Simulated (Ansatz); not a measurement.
HfSi:
```cif
data_Hf4Si4
_chemical_formula_sum 'Hf4 Si4'
_space_group_name_H-M_alt 'Pnma'
_space_group_IT_number 62
_space_group_name_Hall '-P 2ac 2n'
_cell_length_a 6.86238
_cell_length_b 3.77470
_cell_length_c 5.22581
_cell_angle_alpha 90.000
_cell_angle_beta 90.000
_cell_angle_gamma 90.000
loop_
_atom_site_label
_atom_site_type_symbol
_atom_site_symmetry_multiplicity
_atom_site_Wyckoff_symbol
_atom_site_fract_x
_atom_site_fract_y
_atom_site_fract_z
_atom_site_occupancy
Hf1 Hf 4 c 0.17547 0.25000 0.12605 1
Si1 Si 4 c 0.04301 0.25000 0.63904 1
```

Relaxed at zero pressure with plane-wave PAW r²SCAN (Ansatz code).

Question: The volume is lowered by 3 % and shape and atoms relax at that volume. What pressure results, and how do the axes share the change?

Answer: 5.1 GPa; a -1.1 %, b -1.1 %, c -0.9 %; the energy rises by 8 meV/atom.

Question: Give the new structure.

Answer: 
Space group Pnma (No. 62); a = 6.7891 Å, b = 3.7347 Å, c = 5.1787 Å, α = 90.00°, β = 90.00°, γ = 90.00°

```json
[
 {"atom": "Hf", "site": "4c", "symmetry": ".m.", "x": "0.1752", "y": "0.2500", "z": "0.1257"},
 {"atom": "Si", "site": "4c", "symmetry": ".m.", "x": "0.0430", "y": "0.2500", "z": "0.6387"}
]
```

The phase is kept; no other phase was compared at this pressure.

The workflow started from a Materials Project entry (that database holds measured and hypothetical structures alike); the Crystallography Open Database files this formula in space group No. 62, but the cells were not matched. Its standing as an ambient phase is unchecked. The cell was relaxed with r²SCAN under the symmetry of its start; its stability against distortions is not shown here. The run is not spin-polarised. Scalar-relativistic: spin–orbit coupling is off unless named, which matters more the heavier the elements.

Potentials: the later of the program's two PAW sets.
